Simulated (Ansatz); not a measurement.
All numbers below come from Ansatz, DFT PBE, scalar-relativistic, plane waves, PAW. Settings: cutoff 420 eV, Γ-centred meshes spaced at most about 0.3 Å⁻¹, and about 0.25 Å⁻¹ or finer for metals (2π included), Gaussian smearing. No spin polarisation in the final relaxations.

All energies are static (0 K, no zero-point motion). All come from trial cells, and lower structures may exist.

Question: Order these relaxed structures of YTaP2 by energy, lowest first, with the energy over the lowest of them.
A.

```cif
data_structure
_symmetry_space_group_name_H-M 'P-3m1'
_symmetry_Int_Tables_number 164
_cell_length_a 3.6951
_cell_length_b 3.6951
_cell_length_c 6.5822
_cell_angle_alpha 90.000
_cell_angle_beta 90.000
_cell_angle_gamma 120.000
_cell_volume 77.83
loop_
_atom_site_label
_atom_site_type_symbol
_atom_site_symmetry_multiplicity
_atom_site_Wyckoff_symbol
_atom_site_fract_x
_atom_site_fract_y
_atom_site_fract_z
_atom_site_occupancy
Y1 Y 1 a 0.00000 0.00000 0.00000 1
Ta1 Ta 1 b 0.00000 0.00000 0.50000 1
P1 P 2 d 0.66667 0.33333 0.72053 1
```

B.

```cif
data_structure
_symmetry_space_group_name_H-M 'P2_1/m'
_symmetry_Int_Tables_number 11
_cell_length_a 6.4979
_cell_length_b 3.6761
_cell_length_c 6.5408
_cell_angle_alpha 90.000
_cell_angle_beta 90.602
_cell_angle_gamma 90.000
_cell_volume 156.23
loop_
_atom_site_label
_atom_site_type_symbol
_atom_site_symmetry_multiplicity
_atom_site_Wyckoff_symbol
_atom_site_fract_x
_atom_site_fract_y
_atom_site_fract_z
_atom_site_occupancy
Y1 Y 2 e 0.74158 0.75000 0.00657 1
Ta1 Ta 2 e 0.78880 0.75000 0.50306 1
P1 P 2 e 0.91512 0.25000 0.73933 1
P2 P 2 e 0.42317 0.75000 0.69920 1
```

Answer: B (0 meV/atom), A (13 meV/atom). Forms: B P2_1/m; A P-3m1. Counting P atoms around Ta and Y (those within 1.25 times the shortest such distance or 1.15 times the sum of covalent radii): B has Y 6, Ta 6; A has Y 6, Ta 6.

The k mesh leaves some 4 meV/atom of noise in the energy of each metallic cell. These runs have no spin–orbit coupling, which can matter for Ta. Cells relaxed within their symmetry can be saddle points. The P2_1/m cell of YTaP2 came from shaking the P-3m1 one. Some types were kept out of the candidates beforehand, so the set may lack a known form.
